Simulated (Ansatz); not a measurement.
The geometry is COD entry 1539744, unchecked; take it as a test cell.

TlSn: DFT, LDA, PAW with Ansatz's default frozen-core files, scalar-relativistic (Ansatz 0.2.0).

Command: `ansatz run input.yaml --threads 1 --pin off --max-ram 3072MiB --backend cpu --events-out ev --progress --plain --runs-dir out` The run took 12 s on 1 thread of Intel(R) Xeon(R) 6975P-C (Granite Rapids) (shared host), peak memory 0.46 GiB.

```yaml
crystal:
  lattice:
    - [3.6147298654, 0.0, 0.0]
    - [0.0, 3.6147298654, 0.0]
    - [0.0, 0.0, 4.375]
  atoms:
    - { symbol: Tl, position: [0.0, 0.0, 0.0] }
    - { symbol: Sn, position: [0.5, 0.5, 0.5] }
kpoints:
  mp_grid: { grid: [9, 9, 8] }
  band_path:
    path:
      - [0.0, 0.0, 0.0]
      - [0.0, 0.5, 0.0]
      - [0.5, 0.5, 0.0]
      - [0.0, 0.0, 0.0]
      - [0.0, 0.0, 0.5]
      - [0.0, 0.5, 0.5]
      - [0.5, 0.5, 0.5]
      - [0.0, 0.0, 0.5]
      - [0.0, 0.5, 0.0]
    npoints: 14
scf:
  occupations: { method: fermi_dirac, width: 0.08 }
hamiltonian:
  xc: lda
  pseudopotentials: { kind: paw }
output:
  forces: true
  stress: true
  eigenvalues: true
  efg: { contact_densities: true }
  populations: true
  bader: true
  dos: { projected: true, de: 0.2, e_range: [-14, 8] }
  write_density: true
  write_potential: true
  elf: true
  volumetric_format: npy
```

Output:

```
Sn, Tl: output.efg is read without spin–orbit coupling, which moves field gradients at and beside such atoms by some per cent and up to a factor of two; PAW files take it under magnetization.noncollinear and magnetization.spin_orbit
Engine: ansatz 0.2.0
Pseudopotentials: kind: paw
Pseudopotential: Tl, paw, valence charge 13, recommended cutoff 420 eV (normal)
Pseudopotential: Sn, paw, valence charge 14, recommended cutoff 420 eV (normal)
Functional definition: SPW92
  exchange = slater_x
  correlation = pw_c
Crystal: 2 atoms, lattice volume = 57.165 Å³
Basis set: ecut = 420 eV, 1103 PW (Γ)
Bands: 18, of which v1, the nominal top of the filled ones, is band 14 counted from 1 (13 counted from 0)
Symmetry: 16 space group operations
Space group: P4/mmm (ITA 123), of the structure as read, at distance tolerance 3.9e-5 Å
k-points: 75 of 648
Non-local potential: Tl, projectors of the file, l = 0: 2, l = 1: 2, l = 2: 2, l = 3: 1
Non-local potential: Sn, projectors of the file, l = 0: 2, l = 1: 2, l = 2: 2, l = 3: 2
PAW form: soft (Blöchl's): semilocal exchange-correlation on the pseudo side does not see the compensation charge
PAW frozen core: Tl, regenerated for the run's functional, and the local potential with it (the file was generated under x = pbe(κ = 0.804, μ = 0.2195149727645171), c = pbe(β = 0.06672455060314922))
PAW frozen core: Sn, regenerated for the run's functional, and the local potential with it (the file was generated under x = pbe(κ = 0.804, μ = 0.2195149727645171), c = pbe(β = 0.06672455060314922))
PAW one-centre angular grid: Tl, 590 points (default); XC on 64 Gauss nodes
PAW one-centre angular grid: Sn, 590 points (default); XC on 64 Gauss nodes
Initial density: superposition of atomic densities (neutral atoms: chi_scale 0, normalization atom), corrected by the library's trained network
Initial wavefunctions: pseudopotential atomic-orbital guess
Functional: x = slater, c = lda
SCF iter   1: F=—  HF=-17026.009835 eV  |F-HF|=—  |Δ(HF+E_count)|=         —  Δρ=5.65e-3  dr2=1.10e-2  ethr=1.77e-3  ⟨swp⟩=6.0  Hψ=6925  notcnv=0
preconditioner: auto → Kerker (q_TF=auto, 2.408 Å⁻¹)  [metal: Δε(μ)=0.031 eV  Ē_g=17.007 eV  σ=0.080 eV  W_gap=0.10  n_scr=14 (ndim 8)  ℏωp=25.5 eV  f_vac=0.000  D(μ)=1.05/eV (n_scr^D=6)]
SCF iter   2: F=—  HF=-17026.004015 eV  |F-HF|=—  |Δ(HF+E_count)|=   5.82e-3  Δρ=2.58e-3  dr2=2.34e-3  ethr=4.08e-5  ⟨swp⟩=2.4  Hψ=2699  notcnv=0
SCF iter   3: F=—  HF=-17026.003241 eV  |F-HF|=—  |Δ(HF+E_count)|=   7.74e-4  Δρ=3.97e-4  dr2=1.34e-4  ethr=8.67e-6  ⟨swp⟩=2.3  Hψ=2096  notcnv=0
SCF iter   4: F=—  HF=-17026.003214 eV  |F-HF|=—  |Δ(HF+E_count)|=   2.65e-5  Δρ=1.58e-4  dr2=1.10e-5  ethr=4.97e-7  ⟨swp⟩=2.0  Hψ=2351  notcnv=0
SCF iter   5: F=—  HF=-17026.003210 eV  |F-HF|=—  |Δ(HF+E_count)|=   4.87e-6  Δρ=4.71e-5  dr2=1.93e-6  ethr=4.07e-8  ⟨swp⟩=2.6  Hψ=2287  notcnv=0
SCF iter   6: F=—  HF=-17026.003209 eV  |F-HF|=—  |Δ(HF+E_count)|=   4.20e-7  Δρ=1.74e-5  dr2=1.52e-7  ethr=7.14e-9  ⟨swp⟩=2.1  Hψ=2357  notcnv=0
SCF iter   7: F=-17026.003209 eV  HF=-17026.003209 eV  |F-HF|=3.35e-9  |Δ(HF+E_count)|=   4.54e-8  Δρ=2.78e-6  dr2=5.65e-9  ethr=3.70e-10  ⟨swp⟩=9.0  Hψ=9075  notcnv=0
SCF 1 converged in 7 iterations: F = -17026.003209 eV  dr2 = 5.65e-9
  greatest PAW one-centre occupation: 0.992 electrons in one spin orbital (limit 2), on the Sn atom at site 1 (counted from 0), in its partial waves of l = 2
NSCF: frozen V_eff on 113 k-points
SCF converged after 7 iterations
Free energy (F): -17026.003209 eV
Harris-Foulkes:  -17026.003209 eV  (|F-HF|=3.35e-9)
Internal energy: -17025.981768 eV  (E = F + TS)
E sigma→0 (E₀):  -17025.992489 eV
Entropy (-TS):   -0.021441 eV (-10.721 meV/atom)
Fermi energy:    9.886205 eV
--- Per-component energies (eV) ---
  E_band       = -90.372494
  E_kinetic    = 519.979406
  E_local      = -1744.131474  (includes V_loc(G=0)·N_el)
  E_nonlocal   = 292.795419
  E_hartree    = 854.669914
  E_xc         = -607.984864
  E_vxc        = -241.571356  (∫ρ·V_xc dr)
  E_paw        = -13860.912310  (= ΣΔE_a)
  E_vpaw       = -626.786554  (= ΣTr[D̂ρ^β])
  E_aug_tail   = 0.000031  (compensation charges beyond the density's cutoff)
  E_ewald      = -2480.681228
  E_core_change = 0.283337  (= ΣΔE_core)
  E_smearing   = -0.021441  (= −TS)
  E_closure    = -0.000000  (closes the sum)
  Σ components = -17026.003209   (vs F -17026.003209, Δ=0.00e0)
--- Forces (eV/Å), atoms counted from 1 ---
  atom   1  Tl     0.00000000     0.00000000     0.00000000
  atom   2  Sn     0.00000000    -0.00000000     0.00000000
  max |Σ_I F_I| component: 6.31e-30 eV/Å
--- Stress (GPa, compression-positive) ---
       -3.523960       0.000000       0.000000
        0.000000      -3.523960       0.000000
        0.000000       0.000000      -2.832765
  P = ⅓ Tr σ = -3.2936 GPa (-32.936 kbar)
--- PAW observables at the nuclei: V_zz in 10²¹ V/m², potentials from the cell's mean, atoms counted from 1 ---
  atom   1  Tl V_zz =    -6.374202   η = 0.0000   by run symmetry: allowed
            electrostatic potential = -17134.264086 V   contact ρ = 15225285.143205 e/Å³
  atom   2  Sn V_zz =    -0.829176   η = 0.0000   by run symmetry: allowed
            electrostatic potential = -8174.623290 V   contact ρ = 1231522.012901 e/Å³
--- Band table (eV; the first three rows and the last of 75) ---
  k-point 0: bands = ["-11.5302", "-11.5011", "-11.4702", "-11.4702", "-11.4542", "-1.6361", "-1.5121", "-1.3088", "-1.3088", "-1.2512", "-0.5433", "6.8618", "8.3226", "11.5019", "11.5019", "15.1854", "16.0393", "18.5483"]
  k-point 1: bands = ["-11.5301", "-11.4994", "-11.4705", "-11.4705", "-11.4542", "-1.6358", "-1.5021", "-1.3146", "-1.3146", "-1.2515", "-0.4142", "5.6958", "9.5336", "11.6586", "11.6586", "15.4515", "16.0910", "17.8855"]
  k-point 2: bands = ["-11.5298", "-11.4954", "-11.4710", "-11.4710", "-11.4539", "-1.6350", "-1.4811", "-1.3287", "-1.3287", "-1.2519", "-0.0232", "4.1585", "11.1427", "12.1135", "12.1135", "16.1157", "16.2358", "16.8118"]
  k-point 74: bands = ["-11.5015", "-11.4950", "-11.4947", "-11.4497", "-11.4186", "-1.5768", "-1.5238", "-1.5166", "-1.2283", "-1.1133", "4.6289", "5.6363", "8.6656", "9.0084", "9.1452", "9.8407", "11.0644", "11.1099"]
--- Löwdin populations: 2 sites ---
  site symbol       q [e]
     0     Tl     13.1925
     1     Sn     13.7597
  spilling = 0.001772 (of n_electrons = 27.000000)
--- Bader charges: 2 sites ---
  site symbol  charge [e]  shift [e]
     0     Tl     -0.0798     0.0000
     1     Sn      0.0798     0.0000
  estimated error of the sums over rays = 1.7e-4 e
```

populations.tsv:

```
# site	symbol	l	j	q
# orbitals = lowdin
# n_electrons = 27.000000
# spilling = 0.001772
0	Tl	0_6S	-	1.632098
0	Tl	1_6P	-	1.592046
0	Tl	2_5D	-	9.968337
1	Sn	0_5S	-	1.655298
1	Sn	1_5P	-	2.110244
1	Sn	2_4D	-	9.994126
```

bader_charges.tsv:

```
# site	symbol	x_ang	y_ang	z_ang	partial_charge_e	electrons	volume_ang3	relative_density_drop	shared_charge_e	partial_wave_shift_e
# quadrature_error_electrons = 1.7e-4
0	Tl	0.0000	0.0000	0.0000	-0.07976	81.07976	28.47	-	-0.07976	0.00000
1	Sn	1.8074	1.8074	2.1875	0.07976	49.92024	28.70	-	0.07976	0.00000
```
